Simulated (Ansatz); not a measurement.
# Kick test of a cell of Si₅PdW

It was reached by relaxing an invented guess, and it needn't be the stable form of this composition.

These are results of DFT PBE, scalar-relativistic, plane waves, PAW (Ansatz), not measurements. Settings: cutoff 420 eV, Γ-centred mesh 8×8×4 on the computed 7-atom cell, Gaussian smearing of 0.10 eV; no spin polarisation.

The cell below (7 atoms, space group P4/mmm (No. 123)) is relaxed within its symmetry.

```xyz
7
Lattice="3.8096 0.0000 0.0000 0.0000 3.8096 0.0000 0.0000 0.0000 7.2400" Properties=species:S:1:pos:R:3 pbc="T T T"
Si    1.9048    0.0000    5.5299
Si    1.9048    0.0000    1.7100
Si    0.0000    1.9048    5.5299
Si    0.0000    1.9048    1.7100
Si    0.0000    0.0000    3.6200
Pd    0.0000    0.0000    0.0000
W     1.9048    1.9048    3.6200
```

For the test it was strained at random (σ = 1.5 % a component), the atoms were moved at random (σ = 0.10 Å), and all was relaxed again on a coarse 6×6×4 mesh (in the run’s order of axes) with 0.20 eV smearing, with no symmetry imposed.

Spin–orbit coupling, which can matter for W, is left out.

Q: Does it come back?

A: It doesn't return. The energy falls by 102 meV/atom on that mesh, the volume changes by -1.2 %, and the end has space group Pmmm (No. 47) at a loose tolerance. Relaxed again on a 10×8×4 mesh with 0.10 eV smearing, the new structure lies 94 meV/atom below the first (mesh in the axes of the run's cell; the cell below is made exact in the group named). Space group Pmmm (No. 47), orthorhombic, a = 3.370 Å, b = 4.251 Å, c = 7.252 Å. Si on a site of symmetry mm2 has 2 Si at 2.45 Å, 2 Pd at 2.50 Å, 4 Si at 2.73 Å and 2 W at 2.77 Å; around Si on a second site of symmetry mm2 lie 2 Pd at 2.63 Å, 2 W at 2.68 Å, 4 Si at 2.73 Å, 3 Si at 2.97–3.10 Å and 2 Si at 3.37 Å; Pd is surrounded by 8 Si at 2.50–2.63 Å; W has 12 Si at 2.68–2.77 Å and 2 W at 3.37 Å; 1 more site not described.

```
Si Pd W
1.0
     3.36984    0.00000    0.00000
     0.00000    4.25083    0.00000
     0.00000    0.00000    7.25206
Si Pd W
5 1 1
Direct
  0.00000 0.50000 0.24524
  0.00000 0.50000 0.75476
  0.50000 0.00000 0.28658
  0.50000 0.00000 0.71342
  0.50000 0.50000 0.00000
  0.50000 0.50000 0.50000
  0.00000 0.00000 0.00000
```
